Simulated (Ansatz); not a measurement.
NbAs:
```yaml
crystal:
  lattice:
    - [-1.73657, 1.73657, 5.87480]
    - [1.73657, -1.73657, 5.87480]
    - [1.73657, 1.73657, -5.87480]
  atoms:
    - { symbol: Nb, position: [0.99939, 0.99939, 0.00000] }
    - { symbol: Nb, position: [0.74939, 0.24939, 0.50000] }
    - { symbol: As, position: [0.41761, 0.41761, 0.00000] }
    - { symbol: As, position: [0.16761, 0.66761, 0.50000] }
```

Relaxed with PBE. Special points in fractions of this cell's reciprocal vectors: Γ (0.000, 0.000, 0.000); X (0.000, 0.000, 0.500); P (0.250, 0.250, 0.250); N (0.000, 0.500, 0.000); M (0.500, 0.500, -0.500); S (0.272, 0.728, -0.272); S0 (-0.272, 0.272, 0.272); R (-0.044, 0.044, 0.500); G (0.500, 0.500, -0.044).

Q: List the band energies nearest the Fermi level at these points for PBE (plane waves, PAW; program Ansatz).

A: In eV from the Fermi level; about four levels below and three above (degenerate sets whole), none deeper than 8.9 eV; points with the same levels are listed once.

```tsv
k	below	above
Γ	-2.00 -1.64 -1.36 -1.36	0.68 1.23 2.39
X	-2.76 -2.76 -0.59 -0.59	2.35 2.35 2.61 2.61
P	-2.79 -2.79 -0.57 -0.57	2.37 2.37 2.57 2.57
N	-2.22 -1.78 -1.35 -0.08	0.06 1.17 2.07
M	-2.44 -2.44 -0.55 -0.55	0.94 0.94 1.90 1.90
S	-2.20 -2.05 -1.37 -0.13	0.18 1.42 1.96
R	-2.74 -2.74 -0.63 -0.63	2.24 2.24 2.62 2.62
```

Space group I4_1md. The cell was relaxed with PBE under the symmetry of its start. The run is not spin-polarised. A small band overlap can be real or an error of a semilocal functional. The Fermi level of a semimetal is unsure by some 0.05 eV on such meshes. Spin–orbit coupling is left out wherever it is not named.

Potentials: the earlier of the program's two PAW sets.
